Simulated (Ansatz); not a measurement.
Be5Pd in space group F-43m (No. 216; Be on 4c, Be on 16e, Pd on 4a), r²SCAN (plane waves, PAW; program Ansatz), all energies at zero smearing, with the estimated change up to a 700 eV cutoff added, with one set of potentials and settings (totals compare only within such a set). Cell of 6 atoms (5 Be, 1 Pd): -7454.343 eV.

```csv
element,reference phase,E (eV/atom)
Be,"P6_3/mmc, 2 atoms in the cell",-93.3347
Pd,"Fm-3m, 1 atoms in the cell",-6985.7456
```

Formation energy per atom, worked out: (-7454.343 − 5×(-93.3347) − 1×(-6985.7456))/6 = -0.321 eV/atom (-31 kJ per mol of atoms), at 0 K, without zero-point energy or fitted corrections.

The first step of the workflow began from a Materials Project structure, measured or hypothetical; the Crystallography Open Database copy checked does not list it. With Be and Pd taken as one species the cell has the higher symmetry Fd-3m, so it may be an ordered model of a mixed-site phase. Whether it is the stable phase at ambient conditions was not checked. The r²SCAN relaxation kept the symmetry of its start; its stability against distortions is not shown here. The run is not spin-polarised. The references are the lowest solids computed at this level, not always the standard phases.

Potentials: the later of the program's two PAW sets.
